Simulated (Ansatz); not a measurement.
# C: energy along a strain

C, R-3m, a = 2.491 Å, c = 30.762 Å. Ansatz: LDA, PAW, 420 eV, Γ-centred 12×12×12 mesh on 10 atoms, Gaussian smearing 0.05 eV; no spin polarisation. Cell vectors (Å): 1.246 0.719 10.254; -1.246 0.719 10.254; 0.000 -1.438 10.254. The cell is strained by x per cent times the pattern (0 0 1 0 0 0) in the order xx yy zz yz xz xy (engineering shears), with fractional coordinates held. y is the free energy over the start, V0 = 5.511 Å³/atom.

```
x (%) y (meV/atom)
-6.00             ?
-4.50         51.24
-3.00         21.92
-1.50          5.27
 0.00          0.00
 1.50          4.89
 3.00         18.89
 4.50         41.05
 5.25         54.91
 6.00         70.49
```

**Question.** Fit y = c2 x² + c3 x³ to the other rows, get the stiffness along the pattern, and predict the missing energy.

**Answer.** Least squares on the rows shown. y = 2.2807 x² − 0.054520 x³. The clamped-ion stiffness p·C·p = 2 × 22.81 eV × 160.2 / 5.511 Å³ = 1326 GPa, which is C33 in these axes. At x = -6.00 the fit asked for gives 93.88 meV/atom. The run gave 94.72 meV/atom, so the fit is 0.84 meV/atom too low, 0.89 % of the span of the series, against an rms of 0.11 meV/atom on the fitted rows. The row lies outside the fitted range. With a term in x⁴ added, a fit to the same known rows predicts 94.66 meV/atom, so most of the miss is curvature that the known rows already hold.

Cost: 10 runs of about 3.1 core-minutes in all, on Arm Neoverse V2 (shared hosts).